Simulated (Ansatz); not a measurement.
BP (rock salt, Fm-3m), a = b = c = 4.318 Å, α = β = γ = 90.00°; the cell used has 2 atoms.

Relaxed with plane-wave PAW r²SCAN (Ansatz code). Indices refer to the conventional cell of Fm-3m, a = b = c = 4.318 Å, α = β = γ = 90.00°.

**Question.** Simulate the powder diffraction pattern (Cu Kα, λ = 1.54184 Å; lines above 1 %) up to 2θ = 90°.

**Answer.** Simulated powder pattern, Cu Kα, λ = 1.54184 Å (kinematic, ideal powder, no thermal factors, no anomalous dispersion; the 30 strongest lines at most, above 1 %, up to 2θ = 90°):

```
2θ (°)  d (Å)  I/Imax (%)    hkl
------  -----  ----------  -----
36.02   2.493          74  (111)
41.84   2.159         100  (200)
60.66   1.527          61  (220)
72.61   1.302          29  (311)
76.40   1.247          21  (222)
```

The start of the workflow was typed in or built on a structure type; neither database checked (COD, Materials Project) lists it. It is not the phase usual at ambient conditions (space group No. 216). The r²SCAN relaxation kept the symmetry of its start; whether a distortion lowers the energy is not shown. Its formation energy is positive at this level, so the cell may be metastable or incomplete.

Potentials: the earlier of the program's two PAW sets.
